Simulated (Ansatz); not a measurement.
## MnSn₃: which magnetic state is lowest?

Level of theory: DFT PBEsol, scalar-relativistic, plane waves, PAW (Ansatz).

```
CELL_PARAMETERS angstrom
4.51425 0.00000 0.00000
0.00000 4.51425 0.00000
0.00000 0.00000 4.51425
ATOMIC_POSITIONS crystal
Sn 0.00000 0.50000 0.50000
Sn 0.50000 0.00000 0.50000
Sn 0.50000 0.50000 0.00000
Mn 0.00000 0.00000 0.00000
```

- plane-wave cutoff: 420 eV
- Γ-centred k-mesh: 10×10×10
- occupation rule: Gaussian smearing, 0.1 eV
- list of starting moments (μB, in atom order): 0 0 0 4
- check for lower electronic states after the SCF: off

All runs keep this geometry, which stands near equilibrium for the lowest state (largest force there 0.000 eV/Å, pressure 0.0 GPa) and needn't be a stable compound; relaxing each order would shift the differences by some 21 meV/atom, going by the pressures and a bulk modulus of about 150 GPa. A propagation vector, in units of the reciprocal vectors, doubles the cell, which takes an equally dense mesh. The large starts are 0 0 0 5 μB. The small starts are 0 0 0 0.5 μB. Site moments are spin moments in atom-centred spheres that scale with the neighbour distance. The states are those that the runs reached from these starts; a lower one can exist.

Problem. Starts tried: no spin; ferromagnetic; large parallel starting moments; antiferromagnetic, doubled cell, propagation vector (0, 0, 1/2); antiferromagnetic, doubled cell, propagation vector (0, 1/2, 1/2); antiferromagnetic, doubled cell, propagation vector (1/2, 1/2, 1/2); small parallel starting moments. Which state comes out lowest, and what are the moments?

Solution. The lowest state is ferromagnetic, reached from the start “ferromagnetic” and the start “large parallel starting moments” and the start “small parallel starting moments”, with site moments (μB) Mn +4.09.

| start | ends | energy above lowest (meV/atom) | site moments (μB) | gap on mesh (eV) | P (GPa) |
| --- | --- | --- | --- | --- | --- |
| no spin | non-magnetic | 438 | none over 0.05 | metal | -6.6 |
| ferromagnetic | ferromagnetic | 0.00 | Mn +4.09 | metal | 0.0 |
| large parallel starting moments | ferromagnetic | 0.00 | Mn +4.09 | metal | 0.0 |
| antiferromagnetic, doubled cell, propagation vector (0, 0, 1/2) | antiferromagnetic | 12.9 | Mn +4.06, Mn -4.06 | metal | 0.1 |
| antiferromagnetic, doubled cell, propagation vector (0, 1/2, 1/2) | antiferromagnetic | 5.81 | Mn +4.06, Mn -4.06 | metal | -0.2 |
| antiferromagnetic, doubled cell, propagation vector (1/2, 1/2, 1/2) | antiferromagnetic | 12.1 | Mn +4.07, Mn -4.07 | metal | 0.0 |
| small parallel starting moments | ferromagnetic | 0.00 | Mn +4.09 | metal | 0.0 |

Cost: 7 runs of about 6.3 core-minutes in all, on Arm Neoverse V1 (shared hosts).